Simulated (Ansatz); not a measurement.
CdSe (wurtzite)

```yaml
crystal:
  lattice:
    - [4.38288, 0.00000, 0.00000]
    - [-2.19144, 3.79568, 0.00000]
    - [0.00000, 0.00000, 7.15467]
  atoms:
    - { symbol: Cd, position: [0.66667, 0.33333, 0.00047] }
    - { symbol: Cd, position: [0.33333, 0.66667, 0.50047] }
    - { symbol: Se, position: [0.66667, 0.33333, 0.62473] }
    - { symbol: Se, position: [0.33333, 0.66667, 0.12473] }
```

E(V) scan at fixed shape, V₀ the volume above. The atoms relax within the cell's symmetry.

Calculation: PBE (plane waves to 420 eV, PAW, scalar-relativistic; Ansatz, a program for electronic structure). k mesh 9×9×5 (Γ-centred), Fermi-Dirac smearing 0.05 eV. The energy includes the smearing's −TS. With the shape held, the modulus is that of even scaling; a crystal free to change shape is softer. CdSe was relaxed with its symmetry unable to fall. The PAW data are Ansatz's earlier set. The zero of ΔE is the relaxed starting cell.

| V (Å³/atom) | ΔE (meV/atom) |
|---|---|
| 27.971 | 16.8 |
| 28.268 | 11.5 |
| 28.566 | 7.2 |
| 28.864 | 4.0 |
| 29.161 | 1.7 |
| 29.459 | 0.4 |
| 29.756 | 0.0 |
| 30.054 | 0.4 |
| 30.351 | 1.6 |
| 30.649 | 3.5 |
| 30.947 | 6.1 |
| 31.244 | 9.4 |
| 31.542 | 13.3 |

Question: What bulk modulus at fixed cell shape B₀ follows from a third-order Birch-Murnaghan fit?

Answer: 44.6 GPa.

Question: What is the fitted pressure derivative B₀′?

Answer: 4.7.

(Under strain, the slope of the energy per volume gives the stress and its curvature an elastic modulus.)
